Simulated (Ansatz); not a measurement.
Te (diamond, space group No. 227), a = b = c = 7.056 Å, α = β = γ = 90.00°; the cell used has 2 atoms.

This is the PBEsol-relaxed structure.

### Question
All from the program Ansatz at the PBEsol level (PAW), unless another level is named. Give the electronic character.

### Answer
metallic (no gap).

### Question
And the density of states at the Fermi level?

### Answer
1.1 states/eV per atom (mean over ±0.08 eV).

Space group Fd-3m (diamond). The start of the workflow was typed in or built on a structure type; neither database checked (COD, Materials Project) lists it. It is not the phase usual at ambient conditions (space group No. 152). The cell was relaxed with PBEsol under the symmetry of its start; whether a distortion lowers the energy is not shown. Spin–orbit coupling is left out wherever it is not named.

Potentials: the later of the program's two PAW sets.
